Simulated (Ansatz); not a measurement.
# Pressure gauges and gaskets: equation-of-state parameters at work

A short materials screen. Bulk modulus and its pressure derivative give the pressure that a small compression needs; a soft, simple solid makes a sensitive pressure gauge, a stiff one a good anvil or seat.

The reference row is fcc Au. Hydrostatic compression by 3 % of the volume (V₀/V = 1.0309), no change of phase.

### Data

Levels of theory (Ansatz, a plane-wave PAW program): B₀, B₀′: r²SCAN, Birch–Murnaghan fit of energy against volume; volume per atom: r²SCAN, relaxed cell.

Model: linear estimate = B₀ × compression; P = (B₀/B₀′)[(V₀/V)^B₀′ − 1]; modulus under load = B₀ + B₀′P; relative pressure = P/P_ref.

| crystal | B₀ (GPa) | B₀′ | V (Å³/atom) | linear estimate (GPa) | Murnaghan pressure (GPa) | modulus there (GPa) | pressure (relative) |
|---|---|---|---|---|---|---|---|
| Ag3In (Cu3Au type) | 91.0 | 6.0 | 18.34 | 2.7 | 3.038 | 109 | 0.60 |
| ScGa3 (Cu3Au type) | 83.0 | 4.0 | 16.92 | 2.5 | 2.686 | 93.7 | 0.53 |
| Na2Ba (P6₃/mmc, hP12) | 8.43 | 3.3 | 47.09 | 0.25 | 0.2699 | 9.32 | 0.053 |
| ZrNi2 (Fd-3m, cF24) | 180 | 4.3 | 13.77 | 5.4 | 5.852 | 205 | 1.15 |
| fcc Au, reference | 153 | 5.9 | 17.53 | 4.6 | 5.100 | 183 | 1.00 |

Runs started from generated or typed cells of the structure named: fcc Au. Not checked to be the ambient phase: Ag3In (Cu3Au type); ScGa3 (Cu3Au type); Na2Ba (P6₃/mmc, hP12); ZrNi2 (Fd-3m, cF24). Run without spin polarisation: ZrNi2 (Fd-3m, cF24). Spin–orbit coupling is left out unless named.

### Worked example

For Ag3In (Cu3Au type), step by step:

1. linear estimate: 91.0 × 3/100 = 2.7 GPa
2. P = (91.0/6.0) × (1.0309^6.0 − 1) = 3.038 GPa
3. modulus there: 91.0 + 6.0 × 3.038 = 109 GPa
4. relative pressure: 3.038/5.100 = 0.60

Worked for fcc Au:

linear estimate: 153 × 3/100 = 4.6 GPa; P = (153/5.9) × (1.0309^5.9 − 1) = 5.100 GPa; modulus there: 153 + 5.9 × 5.100 = 183 GPa.

### Result

Ranking by relative pressure, highest first: ZrNi2 (Fd-3m, cF24) (1.15 ± 0.058), fcc Au (1.00 ± 0.050), Ag3In (Cu3Au type) (0.60 ± 0.030), ScGa3 (Cu3Au type) (0.53 ± 0.027), Na2Ba (P6₃/mmc, hP12) (0.053 ± 0.0027). The ± follows from allowances picked for this note (B₀ 5 %, B₀′ 0.4), carried to first order and added in quadrature, each row's own inputs moving alone; ≈ joins neighbours closer than their two ± added in quadrature.

### Caveats

B₀′ is the least certain number of such a fit, often by half a unit. Where several phases of a formula are at hand, those over 0.1 eV/atom above the lowest were not drawn (by r²SCAN where it compared them, else by the largest value; a layered or molecular lowest phase counts only with a dispersion term); other phases could lie lower still. Rows are perfect crystals in the structures named, stable or not; films, defects and interfaces will differ. Rows were sampled with a lean to familiar crystals, related or not, whatever their agreement with measurement; tables with many equal figures were not kept. Limits of the draw: no layered crystals, B₀′ of 2 to 8; no unfamiliar magnets, and cubic perovskites only if shown or known to be stable. As a rule kept out of such tables: 4f compounds, open-shell compounds run without a Hubbard term, cells found unstable in the tests at hand, cells close to a higher symmetry, and runs set to a pressure or over 12 % in volume from the crystal's fullest run.
